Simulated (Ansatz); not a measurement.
## Step by step: Cr, relaxation of cell and atoms

Computed with Ansatz 0.2.0, DFT, PBE, all-electron LAPW, scalar-relativistic.

Command: `ansatz run input.yaml --threads 1 --pin off --max-ram 3072MiB --backend cpu --events-out ev --progress --plain --runs-dir out` The run took 66 s on 1 thread of Arm Neoverse V1, on a shared host, peak memory 0.4 GiB.

```yaml
crystal:
  lattice:
    - [-1.4125141895, 1.4125141895, 1.4125141895]
    - [1.4125141895, -1.4125141895, 1.4125141895]
    - [1.4125141895, 1.4125141895, -1.4125141895]
  atoms:
    - { symbol: Cr, position: [0.0, 0.0, 0.0], spin: 3.0 }
magnetization:
  spin_polarized: true
kpoints:
  mp_grid: { grid: [16, 16, 16] }
scf:
  occupations: { method: fermi_dirac, width: 0.05 }
hamiltonian:
  xc: pbe
  pseudopotentials: { kind: all_electron, lapw: { basis_error: 0.001 } }
output:
  forces: true
  stress: true
relax:
  f_tol: 0.005
  max_steps: 80
  cell: {}
```

The run is spin-polarised from parallel moments and ends with 0.00 μB in the cell; other orders may lie lower.

The cell comes from COD entry 5000220, which wasn't checked; take it as a given geometry. The listed cell was then made from it by scaling, straining or moving an atom.

Each frame lists the cell vectors (Å), then Cartesian positions (Å); symmetry keeps all forces zero. Free energies count from the first step, -28595.7916 eV.

The walk took 5 evaluations in all; steps that aren't listed are left out.

Step 1: E = 0.0 meV, P = 6.57 GPa

```
cell -1.4125 1.4125 1.4125 1.4125 -1.4125 1.4125 1.4125 1.4125 -1.4125
Cr    0.0000    0.0000    0.0000
```

(1) How does the relaxation end?

Answers

(1) It converges, with a = 2.848 Å, b = 2.848 Å, c = 2.848 Å, α = 90.00°, β = 90.00°, γ = 90.00° (conventional cell, space group Im-3m). The last solve (on a basis chosen afresh for the final cell, so its energy is not quite comparable) gives E = -5.5 meV, P = 0.00 GPa:
```
cell -1.4239 1.4239 1.4239 1.4239 -1.4239 1.4239 1.4239 1.4239 -1.4239
Cr    0.0000    0.0000    0.0000
```
